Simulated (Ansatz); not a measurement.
Al (P6_3/mmc), generalised stacking fault

Method: Ansatz, DFT r2SCAN, scalar-relativistic, plane waves, PAW. Settings: plane waves to 500 eV, k-mesh 19×19×3 (Γ-centred), Gaussian smearing 0.15 eV. No spin polarisation. Energies are free energies at this smearing, counted from the undisturbed cell; pressure is positive in compression.

Zero of the scan (relaxed at this level; this form isn't the usual structure):

```yaml
crystal:
  lattice:
    - [-2.82220, 0.00000, 0.00000]
    - [-1.41110, -2.44410, 0.00000]
    - [0.00000, 0.00000, 18.52412]
  atoms:
    - { symbol: Al, position: [0.00000, 0.00000, 0.68750] }
    - { symbol: Al, position: [0.00000, 0.00000, 0.18750] }
    - { symbol: Al, position: [0.33333, 0.33333, 0.81250] }
    - { symbol: Al, position: [0.33333, 0.33333, 0.31250] }
    - { symbol: Al, position: [0.00000, 0.00000, 0.93750] }
    - { symbol: Al, position: [0.00000, 0.00000, 0.43750] }
    - { symbol: Al, position: [0.66667, 0.66667, 0.06250] }
    - { symbol: Al, position: [0.66667, 0.66667, 0.56250] }
```

The cut lies on the cell's a–b face, a (0 0 1) plane (indices in the standard cell, whose axes needn't be the Cartesian ones shown) of area 6.90 Å², between layers 2.32 Å apart. Vector c is tilted by f times 1·a + 0·b (length 2.822 Å) with the atoms' Cartesian places fixed: one unrelaxed fault a cell. The cell is metallic on the mesh throughout.

```
     f  γ (mJ/m²)
0.0000          0
0.1000         59
0.2000        217
0.3000        417
0.4000        586
0.5000        652
```

Problem. Predict the shear traction, the slope of γ along the slip (GPa) at each point.

Solution.
| f | shear traction, the slope of γ along the slip (GPa) |
| --- | --- |
| 0.0000 | 0.0 |
| 0.1000 | 4.1 |
| 0.2000 | 6.8 |
| 0.3000 | 7.0 |
| 0.4000 | 4.5 |
| 0.5000 | 0.0 |

Cost: 6 runs of about 17 core-minutes in all, on Intel Xeon Platinum 8259CL (Skylake/Cascade Lake) (shared hosts).